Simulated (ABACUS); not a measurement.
Consider a self-consistent single point of Al₂Cu (I4/mcm, 12 atoms in the cell; from Materials Project mp-998, changed as shown).

```
Al2Cu
1.0
    5.87784     0.00000     0.00000
    0.00000     5.87784     0.00000
    0.00000     0.00000     4.68976
Al Cu
8 4
Direct
  0.15861   0.34139   0.00000
  0.84139   0.65861   0.00000
  0.15861   0.65861   0.50000
  0.84139   0.34139   0.50000
  0.65861   0.84139   0.50000
  0.34139   0.15861   0.50000
  0.65861   0.15861   0.00000
  0.34139   0.84139   0.00000
  0.00000   0.00000   0.75000
  0.00000   0.00000   0.25000
  0.50000   0.50000   0.25000
  0.50000   0.50000   0.75000
```

Computed with PBE, numerical atomic orbitals TZDP (confined pseudo-atomic orbitals with Gaussian additions; energy shift 0.01 Ry), PseudoDojo 0.5 standard norm-conserving PBE (tails mended) pseudopotentials (ABACUS 3.10.1).

ABACUS settings:

| setting | value |
|---|---|
| basis | TZDP numerical atomic orbitals, energy shift 0.01 Ry |
| KPT | Gamma 6 6 6 0 0 0 |
| basis_type | lcao |
| dft_functional | PBE |
| ecutwfc | 100 Ry |
| smearing_method | fd |
| smearing_sigma | 0.00734986 Ry |
| potentials | PseudoDojo 0.5 standard norm-conserving PBE (tails mended) |
| symmetry | 1 |
| symmetry_prec | 1e-05 |
| ks_solver | genelpa |
| scf_nmax | 100 |
| scf_thr | 1.0e-06 |
| mixing_type | broyden |
| mixing_beta | 0.7 |

Results:

```
Property                                                   Value
------------------------------------------------  --------------
Number of valence electrons                                  100
Number of bands                                               61
Number of k-points after the program's reduction              40
Size of the basis                                            332
Number of SCF iterations                                       9
Free energy E − TS                                -21143.5324 eV
Fermi level (on the code's own zero)                    11.93 eV
Pressure                                               12.61 GPa
Largest force (vector length)                         0.138 eV/Å
```

Forces (eV/Å):
```tsv
atom	Fx	Fy	Fz
Al1	-0.098	0.098	0.000
Al2	0.098	-0.098	0.000
Al3	-0.098	-0.098	0.000
Al4	0.098	0.098	0.000
Al5	-0.098	0.098	0.000
Al6	0.098	-0.098	0.000
Al7	-0.098	-0.098	0.000
Al8	0.098	0.098	0.000
Cu9	0.000	0.000	0.000
Cu10	0.000	0.000	0.000
Cu11	0.000	0.000	0.000
Cu12	0.000	0.000	0.000
```

Stress (GPa, positive for compression):
```
11.71   0.00   0.00
 0.00  11.71   0.00
 0.00   0.00  14.40
```

For comparison: a first run was changed to give this one (lattice scaled by 0.98), and from it to this one the free energy rises by 43.7 meV/atom and the pressure goes from 4.43 to 12.61 GPa.

The atom-centred basis is finite, which shifts total energies, pressures and forces against plane waves. The structure comes from a collection of computed structures, made at another level of theory; the collection holds predicted forms beside known ones.

Cost on one core: roughly 100 core-seconds.

The atomic orbitals were generated for these runs; they are not ABACUS's published sets and were checked against plane waves on a few crystals only.

“Tails mended”: in these copies of the files the far tail of each local potential was reset to the Coulomb form.
